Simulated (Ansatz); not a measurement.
An Ansatz input:

```yaml
crystal:
  lattice:
    - [5.0838686154, 0.0, 0.0]
    - [-2.5419343077, 4.4027593704, 0.0]
    - [0.0, 0.0, 2.7854942756]
  atoms:
    - { symbol: Nb, position: [1.0, 0.0, 0.0] }
    - { symbol: Nb, position: [0.3333333333, 0.6666666667, 0.5] }
    - { symbol: Nb, position: [0.6666666667, 0.3333333333, 0.5] }
hamiltonian:
  xc: blyp
  pseudopotentials:
    kind: paw
    azcp:
      Nb: "pseudopotentials/Nb.paw.azcp"
basis:
  ecutwfc: 420
  fft_grid_basis: typed
kpoints:
  mp_grid: { grid: [8, 8, 13], shift: [0, 0, 0] }
magnetization:
  spin_polarized: false
scf:
  occupations: { method: fermi_dirac, width: 0.1 }
  lower_state_search: "off"
output:
  stress: true
```

Output

```
Engine: ansatz 0.2.0, aarch64-unknown-linux-gnu
Pseudopotentials: kind: paw
Pseudopotential: Nb, paw, valence charge 13, recommended cutoff 420 eV (normal) 
Functional definition: BLYP
  parameter beta = 0.0042
  parameter a = 0.04918
  parameter b = 0.132
  parameter c = 0.2533
  parameter d = 0.349
  exchange = b88_x(beta = beta)
  correlation = lyp_c(a = a, b = b, c = c, d = d)
Crystal: 3 atoms, lattice volume = 62.348 Å³
Basis set: ecut = 420 eV, 1251 PW (Γ), exchange–correlation on 72×72×40 points (8 copies of the dense FFT grid, shifted against one another)
Bands: 24, of which v1, the nominal top of the filled ones, is band 20 counted from 1 (19 counted from 0)
Symmetry: 24 space group operations
Space group: P6/mmm (ITA 191), of the structure as read, at distance tolerance 4.0e-5 Å
k-points: 70 of 832
Non-local potential: Nb, projectors of the file, l = 0: 3, l = 1: 2, l = 2: 2, l = 3: 1
PAW form: soft (Blöchl's): semilocal exchange-correlation on the pseudo side does not see the compensation charge
PAW frozen core: Nb, regenerated for the run's functional, and the local potential with it (the file was generated under x = pbe(κ = 0.804, μ = 0.2195149727645171), c = pbe(β = 0.06672455060314922))
PAW one-centre angular grid: Nb, 590 points (default); XC on 64 Gauss nodes
Initial density: superposition of atomic densities (neutral atoms: chi_scale 0, normalization atom), corrected by the library's trained network
Initial wavefunctions: pseudopotential atomic-orbital guess
Functional: x = b88, c = lyp
SCF iter   1: F=—  HF=-13694.714491 eV  |F-HF|=—  |Δ(HF+E_count)|=         —  Δρ=1.02e-2  dr2=7.44e-2  ethr=1.77e-3  ⟨swp⟩=4.7  Hψ=6685  notcnv=0
SCF iter   2: F=—  HF=-13694.701986 eV  |F-HF|=—  |Δ(HF+E_count)|=   1.25e-2  Δρ=5.67e-3  dr2=2.17e-2  ethr=1.91e-4  ⟨swp⟩=1.2  Hψ=2307  notcnv=0
SCF iter   3: F=—  HF=-13694.698461 eV  |F-HF|=—  |Δ(HF+E_count)|=   3.52e-3  Δρ=1.01e-3  dr2=5.13e-4  ethr=5.56e-5  ⟨swp⟩=3.0  Hψ=3166  notcnv=0
SCF iter   4: F=—  HF=-13694.698637 eV  |F-HF|=—  |Δ(HF+E_count)|=   1.76e-4  Δρ=1.51e-4  dr2=9.93e-6  ethr=1.32e-6  ⟨swp⟩=2.0  Hψ=2213  notcnv=0
SCF iter   5: F=—  HF=-13694.698650 eV  |F-HF|=—  |Δ(HF+E_count)|=   1.35e-5  Δρ=3.64e-5  dr2=7.03e-7  ethr=2.55e-8  ⟨swp⟩=2.0  Hψ=3026  notcnv=0
SCF iter   6: F=-13694.698651 eV  HF=-13694.698651 eV  |F-HF|=1.55e-8  |Δ(HF+E_count)|=   2.76e-7  Δρ=8.03e-6  dr2=3.81e-8  ethr=2.56e-10  ⟨swp⟩=4.0  Hψ=5939  notcnv=0
SCF 1 converged in 6 iterations: F = -13694.698651 eV  dr2 = 3.81e-8
SCF converged after 6 iterations
Free energy (F): -13694.698651 eV
Harris-Foulkes:  -13694.698651 eV  (|F-HF|=1.55e-8)
Internal energy: -13694.582408 eV  (E = F + TS)
E sigma→0 (E₀):  -13694.640529 eV
Entropy (-TS):   -0.116243 eV (-38.748 meV/atom)
Fermi energy:    15.724792 eV
--- Per-component energies (eV) ---
  E_band       = -294.159060
  E_kinetic    = 1174.628046
  E_local      = -2362.195300  (includes V_loc(G=0)·N_el)
  E_nonlocal   = 361.076713
  E_hartree    = 737.487426
  E_xc         = -513.285631
  E_vxc        = -620.940649  (∫ρ·V_xc dr)
  E_paw        = -9268.263212  (= ΣΔE_a)
  E_vpaw       = -321.707622  (= ΣTr[D̂ρ^β])
  E_aug_tail   = 0.000028  (compensation charges beyond the density's cutoff)
  E_ewald      = -3824.290890
  E_core_change = 0.260410  (= ΣΔE_core)
  E_smearing   = -0.116243  (= −TS)
  E_closure    = 0.000000  (closes the sum)
  Σ components = -13694.698651   (vs F -13694.698651, Δ=0.00e0)
--- Stress (GPa, compression-positive) ---
       -9.211208       0.000000       0.000000
        0.000000      -9.211208       0.000000
        0.000000       0.000000     -11.445197
  P = ⅓ Tr σ = -9.9559 GPa (-99.559 kbar)
```

Launched by

```sh
ansatz run input.yaml --threads 2 --pin off --max-ram 5120MiB --backend cpu --events-out ev --progress --plain --runs-dir out
```

On 2 threads of Arm Neoverse V1 (shared host) this took about 2.4 s of wall time and 4.7 s of CPU time.
